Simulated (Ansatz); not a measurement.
Mg:
```yaml
crystal:
  lattice:
    - [0.00000, 3.38394, 3.38394]
    - [3.38394, 0.00000, 3.38394]
    - [3.38394, 3.38394, 0.00000]
  atoms:
    - { symbol: Mg, position: [0.00000, 0.00000, 0.00000] }
    - { symbol: Mg, position: [0.25000, 0.25000, 0.25000] }
```

Relaxed with PBEsol. Special points in fractions of this cell's reciprocal vectors: Γ (0.000, 0.000, 0.000); X (0.500, 0.000, 0.500); U (0.625, 0.250, 0.625); K (0.375, 0.375, 0.750); L (0.500, 0.500, 0.500); W (0.500, 0.250, 0.750).

List the band energies nearest the Fermi level at these points for plane-wave PAW PBEsol (Ansatz code).

In eV from the Fermi level; about four levels below and three above (degenerate sets whole), none deeper than 8.9 eV; points with the same levels are listed once.

```csv
k,below,above
Γ,-5.06,3.28 3.28 3.28
X,-2.06 -2.06,0.98 0.98 2.42 2.42
U,-2.23 -1.67 -0.47,1.31 2.80 5.08
L,-3.25 -1.98,2.39 2.39 3.96
W,-1.84 -1.84 -0.12 -0.12,5.11 5.11 5.92 5.92
```

Space group Fd-3m (diamond). The start of the workflow was typed in or built on a structure type; neither database checked (COD, Materials Project) lists it. It is not the phase usual at ambient conditions (space group No. 194). Symmetry was held in the PBEsol relaxation. At this level the phase is mechanically unstable.

Potentials: the earlier of the program's two PAW sets. The files were generated under PBE; for other functionals the program regenerates the frozen cores, and for LDA and PBEsol the local potential too.
